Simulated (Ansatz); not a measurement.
Cu₃Pd: stiffness from a series of strains

```xyz
4
Lattice="3.6970 0.0000 0.0000 0.0000 3.6970 0.0000 0.0000 0.0000 3.6590" Properties=species:S:1:pos:R:3 pbc="T T T"
Cu    0.0000    1.8485    1.8295
Cu    1.8485    0.0000    1.8295
Cu    1.8485    1.8485    0.0000
Pd    0.0000    0.0000    0.0000
```

Atom numbers follow the list: Cu1, Cu2, Cu3, Pd4.

The cell comes from COD entry 1525112, which wasn't checked; take it as a given geometry.

Spin polarisation is left out, and whether a magnetic state lies lower isn't shown here.

All numbers below come from DFT, PBEsol, all-electron LAPW, scalar-relativistic in Ansatz 0.2.0.

Numerical set-up: a Γ-centred 11×11×11 k mesh, Fermi–Dirac smearing of 0.05 eV, basis error target 1 meV/atom, no spin polarisation.

The strain is applied along the Cartesian axes of the cell as listed (the other components stay zero). Fractional coordinates are held (clamped ions).

σ is the change of stress from the unstrained cell, which is at -4.02 GPa; tension is positive, so slopes are stress–strain coefficients at that pressure. In a metal the k mesh adds noise.

Only quantities that a quadratic follows smoothly over the whole series are listed; rougher ones are left out.

```
εxx = εyy  σzz (GPa)  σxx (GPa)
  -0.0200      -6.14      -7.47
  -0.0100      -2.92      -3.50
   0.0000       0.00       0.00
   0.0200       5.03       5.79
```

Q: Fit the series and read off the stiffness at zero strain.

A: Least-squares fits y = p0 + p1 x + p2 x² to the rows give σzz (GPa): p1 = 279, p2 = -1400; σxx (GPa): p1 = 331, p2 = -2100. So C13 + C23 = 279 GPa and C11 + C12 = 331 GPa, for these axes.

Q: One run, at εxx = εyy = 0.0100, is withheld. Predict its row.

A: The fits give 2.66, 3.11; the run gave 2.64, 3.08.
